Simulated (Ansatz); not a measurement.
BPd2:
```
CELL_PARAMETERS angstrom
      4.71355     0.00000     0.00000
      0.00000     5.13326     0.00000
      0.00000     0.00000     3.14607
ATOMIC_POSITIONS crystal
  Pd 0.25499 0.34383 0.00000
  Pd 0.74501 0.65617 0.00000
  Pd 0.75499 0.15617 0.50000
  Pd 0.24501 0.84383 0.50000
  B  0.00000 0.00000 0.00000
  B  0.50000 0.50000 0.50000
```

Relaxed with r²SCAN. Special points in fractions of this cell's reciprocal vectors: Γ (0.000, 0.000, 0.000); X (0.500, 0.000, 0.000); S (0.500, 0.500, 0.000); Y (0.000, 0.500, 0.000); Z (0.000, 0.000, 0.500); U (0.500, 0.000, 0.500); R (0.500, 0.500, 0.500); T (0.000, 0.500, 0.500).

### Question
List the band energies nearest the Fermi level at these points for DFT-r²SCAN in the program Ansatz with PAW potentials.

### Answer
In eV from the Fermi level; about four levels below and three above (degenerate sets whole), none deeper than 8.9 eV; points with the same levels are listed once.

```csv
k,below,above
Γ,-1.87 -1.82 -1.74 -0.06,1.02 1.69 2.84
X,-1.85 -1.85 -1.44 -1.44,2.42 2.42 5.30 5.30
S,-2.23 -2.23 -1.69 -1.69,4.57 4.57 5.71 5.71
Y,-2.73 -2.73 -2.13 -2.13,0.90 0.90 2.18 2.18
Z,-1.89 -1.89 -1.69 -1.69,1.49 1.49 1.77 1.77
U,-2.03 -2.03 0.00 0.00,2.98 2.98 3.53 3.53
R,-1.28 -1.28 -1.17 -1.17,1.95 1.95 2.11 2.11
T,-0.83 -0.83 -0.51 -0.51,2.08 2.08 2.54 2.54
```

Space group Pnnm. The workflow started from an entry of the Crystallography Open Database (COD). Its standing as an ambient phase is unchecked. Symmetry was held in the r²SCAN relaxation; whether a distortion lowers the energy is not shown. The run is not spin-polarised. Spin–orbit coupling is left out wherever it is not named.

Potentials: the later of the program's two PAW sets.
